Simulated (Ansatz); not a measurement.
**Computed properties of Li2SiS3**

Li$_{2}$SiS$_{3}$:
```xyz
12
Lattice="5.8133 -3.3805 0.0000 5.8133 3.3805 0.0000 0.0000 0.0000 5.9656" Properties=species:S:1:pos:R:3 pbc="T T T"
Li     3.8880    -1.0374     5.9081
Li     7.7385     1.0374     2.9253
Li     7.7385    -1.0374     5.9081
Li     3.8880     1.0374     2.9253
Si     5.8133     2.2757     0.0184
Si     5.8133    -2.2757     3.0012
S      4.0533    -1.3100     3.5194
S      7.5733     1.3100     0.5366
S      7.5733    -1.3100     3.5194
S      4.0533     1.3100     0.5366
S      5.8133     2.4383     3.7674
S      5.8133    -2.4383     0.7846
```

Space group Cmc2_1 (No. 36); conventional cell a = 11.6265 Å, b = 6.7610 Å, c = 5.9656 Å, α = β = γ = 90.00°.

Method: HSE06 in the plane-wave PAW code Ansatz. Structure relaxed to zero pressure with the same functional. Other levels are named where they apply.

**Cell and energy**

```json
{
  "volume_per_atom": "19.54 Å³",
  "density": "1.96 g/cm³"
}
```

**Electronic structure**

```json
{
  "band_gap": "4.13 eV (indirect)",
  "valence_band_maximum": "on the Γ–Z line, 95 % of the way from Γ (k = 0.000, 0.000, 0.474 in fractions of the reciprocal vectors)",
  "conduction_band_minimum": "off the standard path, at k = (0.349, -0.349, 0.328) in fractions of the reciprocal vectors",
  "smallest_direct_gap_on_the_standard_path": "4.36 eV"
}
```

**Mechanics**

```json
{
 "Bulk modulus (Birch–Murnaghan fit)": "38.8 GPa",
 "Pressure derivative B′": "4.6"
}
```

**Charges**

```json
{
 "bader_charges": "Li +0.88, Si +2.68, S -1.50 to -1.45 e"
}
```

The workflow started from a Materials Project entry (that database holds measured and hypothetical structures alike); the Crystallography Open Database copy checked does not list it. Whether it is the stable phase at ambient conditions was not checked. Symmetry was held in the HSE06 relaxation; its stability against distortions is not shown here. The hybrid was solved on a coarse mesh, the path and, where they were found, the r²SCAN edge points; its band edges are the extreme levels among these.

Potentials: the later of the program's two PAW sets.
